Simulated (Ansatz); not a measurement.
Q: Each is relaxed and computed with plane-wave PAW LDA (Ansatz code). Which is the only one with a gap?
A) LaB6, Pm-3m (La on 1a, B on 6f)
B) LaN, P6_3mc (La on 2b, N on 2b)
C) LaSi2, I4_1/amd (La on 4b, Si on 8e)
D) LaSb, rock salt

A: B, LaN, P6_3mc (La on 2b, N on 2b). LaN: gap 0.93 eV (indirect); LaSb: metal; LaSi2: metal; LaB6: metal. Standing as an ambient phase not checked: LaN, P6_3mc (La on 2b, N on 2b); LaSb, rock salt; LaSi2, I4_1/amd (La on 4b, Si on 8e). All cells were relaxed under the symmetry of their starts (and spin orders); stability against distortions was not tested throughout. Scalar-relativistic: spin–orbit coupling is off unless named, which matters more the heavier the elements.

Potentials: the later of the program's two PAW sets.
